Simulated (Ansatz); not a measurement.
SiCO₄:
```
SiCO4
1.0
   -2.17791     2.17791     3.27548
    2.17791    -2.17791     3.27548
    2.17791     2.17791    -3.27548
Si C O
1 1 4
Cartesian
  0.00000   0.00000   0.00000
  0.00000   2.17791   1.63774
  0.63242   1.22476   0.86250
  1.54549   0.95315   4.13798
 -0.95315   1.54549   2.41298
  3.13105   0.63242  -0.86250
```

Relaxed with r²SCAN. Special points in fractions of this cell's reciprocal vectors: Γ (0.000, 0.000, 0.000); X (0.000, 0.000, 0.500); P (0.250, 0.250, 0.250); N (0.000, 0.500, 0.000); M (0.500, 0.500, -0.500); S (0.361, 0.639, -0.361); S0 (-0.361, 0.361, 0.361); R (-0.221, 0.221, 0.500); G (0.500, 0.500, -0.221).

Question: List the band energies nearest the valence-band maximum at these points for r²SCAN (plane waves, PAW; program Ansatz).

Answer: In eV from the valence-band maximum; about four levels below and three above (degenerate sets whole), none deeper than 8.9 eV; points with the same levels are listed once.

| k | below | above |
|---|---|---|
| Γ | -1.12 -1.12 -0.93 -0.34 -0.34 | 7.90 9.32 11.52 11.52 |
| X | -1.06 -0.38 -0.24 -0.19 | 10.01 10.10 10.27 |
| P | -0.97 -0.57 -0.37 -0.22 | 9.89 10.08 10.26 |
| N | -1.23 -0.88 -0.35 -0.04 | 9.40 10.45 10.83 |
| M | -2.12 -2.12 -1.25 0.00 0.00 | 10.33 10.34 10.34 |
| S | -1.32 -1.01 -0.18 -0.15 | 9.64 10.28 10.90 |
| R | -1.14 -0.65 -0.26 -0.18 | 9.78 10.33 10.45 |

Space group I-4. The start of the workflow was typed in or built on a structure type; neither database checked (COD, Materials Project) lists it. Its standing as an ambient phase is unchecked. Symmetry was held in the r²SCAN relaxation; its stability against distortions is not shown here.

Potentials: the earlier of the program's two PAW sets.
